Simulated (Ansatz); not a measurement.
5 guesses for TaAl₄ and where they end

All numbers below come from Ansatz, DFT PBE, scalar-relativistic, plane waves, PAW. Settings: cutoff 420 eV, Γ-centred meshes spaced at most about 0.3 Å⁻¹, and about 0.25 Å⁻¹ or finer for metals (2π included), Gaussian smearing. No spin polarisation in the final relaxations.

Each guess was relaxed in cell and atoms at zero pressure, within the symmetry of its start. These are static total energies at zero pressure. Coordination counts all near atoms (those within 1.25 times the shortest distance at each site; a plus sign parts nearer from farther groups; a slash parts the counts of unlike sites).

```tsv
guess	made from	start group	V start (Å³/atom)	end group	V end (Å³/atom)	coordination at the end	gap on mesh (eV)	E over the lowest end (meV/atom)
1	random cell	Pm-3m	18.0	?	?	?	?	?
2	random cell	Im-3m	16.2	Im-3m	22.7	Ta 8, Al 2+6	0	48
3	random cell	Pm-3m	18.1	Pm-3m	26.2	Ta 6, Al 2/12+8	0	769
4	SmAl4 type	I4/mmm	18.0	I4/mmm	17.6	Ta 8, Al 8/9	0	95
5	PtPb4 type	P4/nbm	15.6	P4/nbm	18.5	Ta 8, Al 8+2	0	0
```

Guess 1 as it starts:

```cif
data_structure
_symmetry_space_group_name_H-M 'Pm-3m'
_symmetry_Int_Tables_number 221
_cell_length_a 4.4810
_cell_length_b 4.4810
_cell_length_c 4.4810
_cell_angle_alpha 90.000
_cell_angle_beta 90.000
_cell_angle_gamma 90.000
_cell_volume 89.98
loop_
_atom_site_label
_atom_site_type_symbol
_atom_site_symmetry_multiplicity
_atom_site_Wyckoff_symbol
_atom_site_fract_x
_atom_site_fract_y
_atom_site_fract_z
_atom_site_occupancy
Ta1 Ta 1 b 0.50000 0.50000 0.50000 1
Al1 Al 3 d 0.50000 0.00000 0.00000 1
Al2 Al 1 a 0.00000 0.00000 0.00000 1
```

Q: Fill in the missing row: what does this guess relax into, and where does it rank?

A: It ends in space group Pm-3m (No. 221), with a = 4.698 Å, 20.7 Å³/atom and no gap. It lies 0.99 eV/atom over the lowest end, above guess 3 and so the highest of the set. Counting all near atoms, this end has Ta 12+8, Al 2/6 and the lowest (guess 5) has Ta 8, Al 8+2.

```cif
data_structure
_symmetry_space_group_name_H-M 'Pm-3m'
_symmetry_Int_Tables_number 221
_cell_length_a 4.6976
_cell_length_b 4.6976
_cell_length_c 4.6976
_cell_angle_alpha 90.000
_cell_angle_beta 90.000
_cell_angle_gamma 90.000
_cell_volume 103.67
loop_
_atom_site_label
_atom_site_type_symbol
_atom_site_symmetry_multiplicity
_atom_site_Wyckoff_symbol
_atom_site_fract_x
_atom_site_fract_y
_atom_site_fract_z
_atom_site_occupancy
Ta1 Ta 1 b 0.50000 0.50000 0.50000 1
Al1 Al 3 d 0.50000 0.00000 0.00000 1
Al2 Al 1 a 0.00000 0.00000 0.00000 1
```

Formation energies are uncorrected and refer to the elements' standard structures at the same level.

Q: Is the lowest end bound against the elements?

A: No: its formation energy is +0.22 eV/atom. The separate elements lie lower, so it is unstable against them.

Spin–orbit coupling, which can matter for Ta, is left out. A magnetic state wasn't ruled out in cells without spin, among them Im-3m, Pm-3m at 26.2 Å³/atom. Cells relaxed within their symmetry can be saddle points; a later kick test found a lower structure for TaAl4 Im-3m. A lower structure may well exist outside this small set. Some structure types and database cells were kept out of the candidates from the start, so a known form may be missing.
